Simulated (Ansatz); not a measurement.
Computed with Ansatz, DFT PBE, scalar-relativistic, plane waves, PAW. All cells share a 420 eV cutoff and Γ-centred k meshes spaced at most about 0.3 Å⁻¹ (about 0.25 or finer for metals, 2π included). No spin polarisation in the final relaxations.

These are static total energies at zero pressure.

Two forms of LiGeH3 were relaxed alike.

1. Space group P4mm (No. 99), tetragonal, a = 3.955 Å, c = 5.341 Å. Li has 4 H at 2.06 Å and 4 Ge at 2.90 Å; around Ge lie 1 H at 1.62 Å and 4 H at 1.99 Å; H on a site of symmetry 2mm has 2 Ge at 1.99 Å and 2 Li at 2.06 Å; H on a site of symmetry 4mm has 1 Ge at 1.62 Å.

2. Space group Pm-3m (No. 221), cubic, a = 3.490 Å. Li has 6 H at 1.74 Å and 8 Ge at 3.02 Å; Ge is surrounded by 12 H at 2.47 Å; around H lie 2 Li at 1.74 Å, 4 Ge at 2.47 Å and 8 H at 2.47 Å.

Question: Which would you expect to be lower, and how large is the difference?

Answer: Cell 1 is lower, by 248 meV/atom. Cell 1 has space group P4mm (No. 99), 16.7 Å³/atom and no gap on its mesh; cell 2 has the cubic perovskite type, space group Pm-3m (No. 221), 8.5 Å³/atom and no gap. Counting Ge or H atoms around Li (for each partner element, those within 1.25 times its shortest distance or 1.15 times the sum of covalent radii, where it is the nearest in units of that sum or under 1.3), cell 1 has Li 8 and cell 2 has Li 14. Even the lower one lies +0.15 eV/atom against the reference forms of the elements (uncorrected), so neither is stable at this level. Both come from invented guesses.

No dispersion correction is applied, so the spacing and binding between layers, chains or molecules are poorly described (P4mm), and this can change margins and order among such cells. The zero gap of P4mm may come from the functional, which often closes small gaps, or the cell may be a true semimetal. With hydrogen, zero-point motion can shift such differences by 10 meV/atom or more. Cells relaxed within their symmetry can be saddle points.
